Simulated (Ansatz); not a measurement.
**Where the states of Zr₃Ag lie**

```
Zr Ag
1.0
     4.56600    0.00000    0.00000
     0.00000    4.56600    0.00000
     0.00000    0.00000    3.98600
Zr Ag
3 1
Direct
  0.50000 0.50000 0.00000
  0.00000 0.50000 0.50000
  0.50000 0.00000 0.50000
  0.00000 0.00000 0.00000
```

The cell comes from COD entry 1509571, which wasn't checked; take it as a given geometry.

Spin polarisation is left out, and whether a magnetic state lies lower isn't shown here.

Method: Ansatz 0.2.0, DFT, LDA, all-electron LAPW, scalar-relativistic.

The runs use a Γ-centred 7×7×8 k mesh, Fermi–Dirac smearing of 0.05 eV, basis error target 1 meV/atom, no spin polarisation.

States per eV and cell, averaged over 0.4 eV, from -5.8 to 2.8 eV, with energies (bin centres) from the Fermi level; empty bins are left out. The partial columns, the largest 3 alone, are projections on Löwdin-orthogonalised atomic shells (those that the program's projection atoms carry: the occupied ones and, for some elements, an empty d or f shell; other empty shells have no column), summed over atoms of an element. Weights on diffuse s and p shells depend on that basis and aren't pure angular character.

| E (eV) | total | Zr 4d | Ag 4d | Zr 5s |
| --- | --- | --- | --- | --- |
| -5.7 | 0.27 | 0.01 | 0.02 | 0.16 |
| -5.3 | 2.08 | 0.19 | 1.34 | 0.36 |
| -4.9 | 20.43 | 1.25 | 18.21 | 0.64 |
| -4.5 | 3.49 | 0.16 | 2.98 | 0.18 |
| -4.1 | 1.11 | 0.14 | 0.28 | 0.35 |
| -3.7 | 1.91 | 0.65 | 0.23 | 0.32 |
| -3.3 | 0.91 | 0.40 | 0.07 | 0.15 |
| -2.9 | 1.44 | 0.80 | 0.05 | 0.42 |
| -2.5 | 2.35 | 1.35 | 0.07 | 0.72 |
| -2.1 | 1.35 | 0.83 | 0.06 | 0.39 |
| -1.7 | 3.17 | 2.16 | 0.16 | 0.70 |
| -1.3 | 4.41 | 3.65 | 0.15 | 0.39 |
| -0.9 | 3.85 | 3.24 | 0.18 | 0.25 |
| -0.5 | 5.67 | 4.96 | 0.18 | 0.24 |
| -0.1 | 6.28 | 5.37 | 0.19 | 0.30 |
| 0.3 | 4.71 | 3.91 | 0.10 | 0.23 |
| 0.7 | 4.00 | 3.30 | 0.08 | 0.24 |
| 1.1 | 3.59 | 3.04 | 0.07 | 0.19 |
| 1.5 | 3.06 | 2.54 | 0.06 | 0.17 |
| 1.9 | 1.97 | 1.69 | 0.03 | 0.13 |
| 2.3 | 2.60 | 2.33 | 0.04 | 0.12 |
| 2.7 | 3.35 | 3.02 | 0.07 | 0.13 |

Problem. Which of the resolved shells contributes most within 0.3 eV of the Fermi level?

Solution. Zr 4d, with 85 % of all states there; Zr 5s follows with 5 %.

Problem. Where is the centre of the filled Zr 4d states between -14 eV and the top of the filled states?

Solution. -1.35 eV from the Fermi level.
